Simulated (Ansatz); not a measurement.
A geometry of SiO₂ away from equilibrium: step 18 of the relaxation of a generated trial cell of SiO2 in the tetragonal-ZrO2 structure type. The numbers are results of PBE (plane waves to 420 eV, PAW, scalar-relativistic; Ansatz, an electronic-structure program), not measurements. Γ-centred k-mesh 7×7×5 on the run's cell (coarser than for final values), Fermi–Dirac smearing 0.05 eV.

```xyz
6
Lattice="2.9212 0.0000 0.0000 0.0000 2.9212 0.0000 0.0000 0.0000 6.7840" Properties=species:S:1:pos:R:3:forces:R:3 pbc="T T T" free_energy=-3546.271 pressure_GPa=3.9
Si     0.0000     0.0000     0.0000    0.0000    0.0000    0.0000
Si     1.4606     1.4606     3.3920    0.0000    0.0000    0.0000
O      0.0000     1.4606     0.7828    0.0000    0.0000    0.0000
O      0.0000     1.4606     4.1748    0.0000    0.0000    0.0000
O      1.4606     0.0000     2.6091    0.0000    0.0000    0.0000
O      1.4606     0.0000     6.0011    0.0000    0.0000    0.0000
```

Positions in Å, forces in eV/Å, free energy of the cell in eV (comparable only within this code, potentials and settings). Largest force: all forces are below 0.005 eV/Å; the geometry lies 0.08 eV/atom above the end of its relaxation.

No spin polarisation in the result. No dispersion correction is included, so spacings between layers, chains or molecules are soft and tend to come out too large.

The run could not lose the symmetry of its start, so the end can be a saddle point.

The end of the path is a generated cell of SiO2: the first start was made by placing the elements on the sites of a structure type, and the end was not matched to a known phase here, so it may be hypothetical. Known forms of SiO2 include space group No. 92, 136, 152, 154.
